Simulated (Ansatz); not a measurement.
SiO2 in space group P3_121 (No. 152; O on 6c, Si on 3a), DFT-PBEsol in the program Ansatz with PAW potentials, all energies at zero smearing, with the estimated change up to a 700 eV cutoff added, with one set of potentials and settings (totals compare only within such a set). Cell of 9 atoms (6 O, 3 Si): -5239.881 eV.

```csv
element,reference phase,E (eV/atom)
O,"C2/m, 4 atoms in the cell, spin-polarised",-558.3554
Si,"Fd-3m, 2 atoms in the cell",-621.4920
```

Formation energy per atom, worked out: (-5239.881 − 6×(-558.3554) − 3×(-621.4920))/9 = -2.808 eV/atom (-271 kJ per mol of atoms), at 0 K, without zero-point energy or fitted corrections.

The cell was relaxed with PBEsol under the symmetry of its start. The references are the lowest solids computed at this level, not always the standard phases (solids in place of the gases).

Potentials: the later of the program's two PAW sets.
